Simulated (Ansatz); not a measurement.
Given:

Y3Si5:
```xyz
8
Lattice="6.4987 0.0000 0.0000 -3.2494 5.6280 0.0000 0.0000 0.0000 4.1545" Properties=species:S:1:pos:R:3 pbc="T T T"
Y     -2.0976     3.6332     0.0000
Y      4.1953     0.0000     0.0000
Y      1.1517     1.9948     0.0000
Si     3.2494     1.8760     2.0772
Si     0.0000     3.7520     2.0772
Si    -0.8533     1.4780     2.0772
Si     1.7067     0.0000     2.0772
Si     2.3960     4.1500     2.0772
```

This is the PBEsol-relaxed structure. Cartesian axes are those of the cell as given.

All from PBEsol in the plane-wave PAW code Ansatz, unless another level is named. Predict the Hill bulk and shear moduli.

88.4 and 73.4 GPa.

What about the elastic constants (relaxed ions, GPa)?

C11 = 169, C12 = 19.4, C13 = 62.0, C33 = 179, C44 = 88.2.

And the highest zone-centre frequency?

396 cm⁻¹.

Space group P-62m. The start of the workflow was typed in or built on a structure type; neither database checked (COD, Materials Project) lists it. Whether it is the stable phase at ambient conditions was not checked. The PBEsol relaxation kept the symmetry of its start; whether a distortion lowers the energy is not shown. The run is not spin-polarised. As this level gives no gap, shear constants depend on the k-mesh and smearing (Fermi–Dirac, 0.1 eV here). As this level gives no gap, phonon frequencies hold no LO–TO term and depend on the k-mesh and smearing (Fermi–Dirac, 0.1 eV here).

Potentials: the earlier of the program's two PAW sets. The files were generated under PBE; for other functionals the program regenerates the frozen cores, and for LDA and PBEsol the local potential too.
